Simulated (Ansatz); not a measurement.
InNi₃N:
```xyz
5
Lattice="3.8372 0.0000 0.0000 0.0000 3.8372 0.0000 0.0000 0.0000 3.8372" Properties=species:S:1:pos:R:3 pbc="T T T"
In     0.0000     0.0000     0.0000
Ni     1.9186     1.9186     0.0000
Ni     0.0000     1.9186     1.9186
Ni     1.9186     0.0000     1.9186
N      1.9186     1.9186     1.9186
```

Relaxed with r²SCAN. Special points in fractions of this cell's reciprocal vectors: Γ (0.000, 0.000, 0.000); X (0.000, 0.500, 0.000); M (0.500, 0.500, 0.000); R (0.500, 0.500, 0.500).

**Question.** List the band energies nearest the Fermi level at these points for the program Ansatz at the r²SCAN level (PAW).

**Answer.** In eV from the Fermi level; about four levels below and three above (degenerate sets whole), none deeper than 8.9 eV; points with the same levels are listed once.

| k | below | above |
|---|---|---|
| Γ | -0.96 -0.96 -0.96 -0.73 | 1.12 2.61 2.61 2.61 |
| X | -1.25 -0.96 -0.80 -0.80 | 1.34 1.75 4.13 4.13 |
| M | -0.88 -0.53 -0.53 -0.12 | 3.45 3.54 3.54 |
| R | -1.27 -1.27 -0.93 -0.93 -0.93 | 0.70 0.70 0.70 |

Space group Pm-3m (anti-perovskite). The first step of the workflow began from a Materials Project structure, measured or hypothetical; the Crystallography Open Database copy checked does not list it. Whether it is the stable phase at ambient conditions was not checked. The r²SCAN relaxation kept the symmetry of its start; whether a distortion lowers the energy is not shown. No spin polarisation was allowed. Spin–orbit coupling is left out wherever it is not named.

Potentials: the later of the program's two PAW sets.
